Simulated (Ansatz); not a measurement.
Al: energy along a strain

Al, Im-3m, a = 3.182 Å (as given, not relaxed at this level: 2.2 GPa). This isn't the element's structure at ambient conditions. Ansatz: PBEsol, PAW, 420 eV, Γ-centred 20×20×20 mesh on 1 atom, Gaussian smearing 0.15 eV; no spin polarisation. Cell vectors (Å): -1.591 1.591 1.591; 1.591 -1.591 1.591; 1.591 1.591 -1.591. The cell is strained by x per cent times the pattern (1 1 0 0 0 0) in the order xx yy zz yz xz xy (engineering shears), with fractional coordinates held. y is the free energy over the start, V0 = 16.116 Å³/atom.

| x (%) | y (meV/atom) |
| --- | --- |
| -2.00 | 14.92 |
| -1.50 | 10.01 |
| -1.00 | 5.91 |
| -0.50 | ? |
| 0.00 | 0.00 |
| 0.50 | -1.86 |
| 1.00 | -2.99 |
| 1.50 | -3.42 |
| 1.75 | -3.37 |
| 2.00 | -3.15 |

Task: Fit y = c1 x + c2 x² + c3 x³ to the other rows, get the stiffness along the pattern, and predict the missing energy.

Result: Least squares on the rows shown. y = −4.429 x + 1.469 x² − 0.02202 x³. The clamped-ion stiffness p·C·p = 2 × 14.69 eV × 160.2 / 16.116 Å³ = 292 GPa (second derivative at the start, which stands under stress). At x = -0.50 the fit asked for gives 2.58 meV/atom. The run gave 2.58 meV/atom, the same to the digits shown.